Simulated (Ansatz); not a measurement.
A geometry of P away from equilibrium: step 3 of the relaxation of a relaxed P cell displaced along its unstable phonon at q = (½, 0, 0) of its primitive reciprocal cell (88i cm⁻¹), largest move 0.15 Å. All values below come from PBE (plane waves to 420 eV, PAW, scalar-relativistic; Ansatz, a program for electronic structure). Γ-centred k-mesh 5×10×6 on the run's cell (coarser than for final values), Fermi–Dirac smearing 0.05 eV.

```xyz
8
Lattice="6.6173 0.0000 -0.0242 0.0000 3.2902 0.0000 -0.0213 0.0000 5.7952" Properties=species:S:1:pos:R:3:forces:R:3 pbc="T T T" free_energy=-6042.454 pressure_GPa=-0.1
P      0.6209     0.5794     3.4521   -0.0083   -0.1856    0.0110
P      3.9295     1.0657     3.4400   -0.0083    0.1856    0.0110
P      1.0114     2.4456     0.5228    0.1135   -0.0633   -0.0762
P      4.3201     2.4898     0.5107    0.1135    0.0633   -0.0762
P      2.6658     2.7099     2.3310    0.0091    0.1831   -0.0112
P      5.9744     2.2254     2.3189    0.0091   -0.1831   -0.0112
P      2.2766     0.8256     5.2603   -0.1144    0.0518    0.0764
P      5.5853     0.8195     5.2482   -0.1144   -0.0518    0.0764
```

Positions in Å, forces in eV/Å, free energy of the cell in eV (comparable only within this code, potentials and settings). Largest force: 0.19 eV/Å, on P1, P2, P5, P6 (atoms numbered as listed); the geometry lies 0.36 eV/atom above the end of its relaxation.

No spin polarisation in the result. Without a van der Waals term the distances between weakly bound units are poorly fixed.

The run could not lose the symmetry of its start: the end is stationary, and may be a saddle point rather than a minimum.

The end of the path is a generated cell of P: the first start was made by placing the elements on the sites of a structure type, and the end was not matched to a known phase here, so it may be hypothetical. Known forms of P include space group No. 64.
